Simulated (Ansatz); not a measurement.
# BaTiO₃: ¹⁷O NMR of the central transition

Cell: a Materials Project structure (computed, not necessarily an observed phase).

```xyz
5
Lattice="4.0077 0.0000 0.0000 0.0000 4.0077 0.0000 0.0000 0.0000 4.0077" Properties=species:S:1:pos:R:3 pbc="T T T"
Ba    2.0038    2.0038    2.0038
Ti    0.0000    0.0000    0.0000
O     2.0038    0.0000    0.0000
O     0.0000    2.0038    0.0000
O     0.0000    0.0000    2.0038
```

Atom numbers follow the list; atoms alike are taken as one site, whose name carries the number of the first.

The numbers come from a DFT calculation in Ansatz (PBE, plane waves and PAW, scalar-relativistic, 420 eV cutoff, Γ-centred 5×5×5 k-points, Fermi–Dirac smearing 0.02 eV).

¹⁷O has I = 5/2 and Q = -25.58 mb (Pyykkö 2018); at 7.05 T its Larmor frequency is ν₀ = 40.7 MHz. Only the quadrupole interaction is simulated: positions count from each site's isotropic chemical shift, and J coupling is left out, as are shift anisotropy and dipolar coupling, which fast spinning averages.

Task: Simulate the second-order pattern (fast magic-angle spinning, Gaussian broadening 0.04 kHz) of site O (2 Ti at 2.00 Å, angle 180°; also 4 Ba at 2.83 Å).

Result: The calculation gives C_Q = -1.60 MHz and η = 0.00, so ν_Q = 0.240 MHz and the centre of gravity lies at -9.27 ppm (-0.377 kHz).

| offset (kHz) | height |
| --- | --- |
| -0.9839 | 0 |
| -0.9608 | 1 |
| -0.9377 | 3 |
| -0.9146 | 5 |
| -0.8915 | 5 |
| -0.8684 | 5 |
| -0.8453 | 5 |
| -0.8222 | 5 |
| -0.7990 | 5 |
| -0.7759 | 5 |
| -0.7528 | 6 |
| -0.7297 | 6 |
| -0.7066 | 6 |
| -0.6835 | 6 |
| -0.6604 | 6 |
| -0.6373 | 7 |
| -0.6142 | 22 |
| -0.5910 | 64 |
| -0.5679 | 76 |
| -0.5448 | 57 |
| -0.5217 | 47 |
| -0.4986 | 42 |
| -0.4755 | 39 |
| -0.4524 | 38 |
| -0.4293 | 37 |
| -0.4062 | 36 |
| -0.3830 | 36 |
| -0.3599 | 36 |
| -0.3368 | 37 |
| -0.3137 | 38 |
| -0.2906 | 39 |
| -0.2675 | 41 |
| -0.2444 | 45 |
| -0.2213 | 49 |
| -0.1981 | 58 |
| -0.1750 | 75 |
| -0.1519 | 100 |
| -0.1288 | 69 |
| -0.1057 | 14 |
| -0.0826 | 1 |

An axis of threefold or higher order runs through O, so V_zz lies along it and η is zero.

This high-symmetry form of BaTiO3 is unstable when cold, to polar off-centring of Ti. The symmetry of the cell holds that distortion back, wholly or in part, and it would change the field gradients, the more the larger the distortion.

The run took 5 s of wall time (5 s of CPU time) and 0.48 GiB at its peak, on 1 thread of Intel Xeon CPU @ 2.60GHz (Ice Lake) (x86_64; 8 cores open to the job, memory cap 3.0 GiB, no GPU), a shared host with a load of 0.1 a core.
